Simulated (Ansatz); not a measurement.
Input:

Se (trigonal-Se type, space group P3_121)

```
CELL_PARAMETERS angstrom
      4.03942     0.00000     0.00000
     -2.01971     3.49824     0.00000
      0.00000     0.00000     5.12067
ATOMIC_POSITIONS crystal
  Se 0.24866 0.24866 0.50000
  Se 0.75134 0.00000 0.83333
  Se 0.00000 0.75134 0.16667
```

In this cell atom 3 (Se, nearest neighbour Se at 2.437 Å; its periodic images, 4.0 Å or more away, move with it) is moved by s along Cartesian [111], unit vector (0.577, 0.577, 0.577); all other atoms and the cell stay fixed.

The numbers are results of PBEsol (plane waves to 420 eV, PAW, scalar-relativistic; Ansatz, a first-principles code), not measurements. k mesh 8×8×5 (Γ-centred), Fermi-Dirac smearing 0.05 eV. The energy includes the smearing's −TS. As the smearing reaches across the gap at some points, energies and forces of such displacements shift with the k mesh and the smearing. Se was relaxed with its symmetry unable to fall. ΔE is measured from the undisplaced structure.

The scan covers s from -0.490 to 0.490 Å in 11 points.

**Question.** Is this a single well or a double well?

**Answer.** A single well with its minimum at or next to zero displacement.

**Question.** Is the energy the same for displacements of ±0.490 Å, and if not, which side lies higher?

**Answer.** Not even: the positive side lies higher at ±0.490 Å. With its periodic images moving along, the atom's site symmetry in this cell is 2.

**Question.** What is the energy change at s = 0.490 Å?

**Answer.** 956 meV/cell.

**Question.** What force acts on the atom along the line at s = -0.490 Å?

**Answer.** 1.89 eV/Å.

**Question.** What is the force constant k = d²E/ds² of this move at s = 0?

**Answer.** 5.73 eV/Å².

(A displaced cell: forces are minus the slopes of the energy, force constants its curvatures, and phonons follow from these.)
